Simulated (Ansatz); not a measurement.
Cu Kα1 powder pattern (kinematic, no thermal factors).
| 2θ (°) | relative intensity |
| --- | --- |
| 20.93 | 94 |
| 26.83 | 4 |
| 30.15 | 100 |
| 32.83 | 2 |
| 33.54 | 38 |
| 36.99 | 90 |
| 39.87 | 37 |
| 42.61 | 19 |
| 47.64 | 2 |
| 51.30 | 11 |
| 53.08 | 39 |
| 55.29 | 17 |
| 55.99 | 14 |
| 57.88 | 15 |
| 62.24 | 20 |
| 62.69 | 12 |
| 66.05 | 4 |
| 66.87 | 16 |
| 68.82 | 9 |
| 70.49 | 4 |
| 74.30 | 12 |
| 74.45 | 6 |
| 74.47 | 14 |
| 76.15 | 5 |
| 78.77 | 12 |
| 83.38 | 5 |
| 85.99 | 5 |
| 87.18 | 8 |
| 88.21 | 4 |

The pattern is computed from a structure relaxed with Ansatz, DFT PBE, scalar-relativistic, plane waves, PAW, and for the lanthanide a 4f-in-core norm-conserving potential. No spin polarisation. Its elements are In, O, Sm.

**Question.** Give the structure.

**Answer.** SmInO.
Space group Pmmm (No. 47). a = 3.559 Å, b = 4.240 Å, c = 5.340 Å, α = 90.00°, β = 90.00°, γ = 90.00°
| atom | site | symmetry | x | y | z |
| --- | --- | --- | --- | --- | --- |
| Sm | 1a | mmm | 0.0000 | 0.0000 | 0.0000 |
| In | 1d | mmm | 0.5000 | 0.0000 | 0.5000 |
| O | 1h | mmm | 0.5000 | 0.5000 | 0.5000 |

A pattern alone doesn't exclude other cells with like lines; this is the one computed.

Another cell of SmInO relaxed alike, in P6_3mc, lies 1.66 eV/atom lower, so this cell isn't the stable form at this level.

The structure comes from a generated guess; another structure or a mixture of phases may lie lower.

The lanthanide is trivalent by construction, without f bands, f moments or other valences.
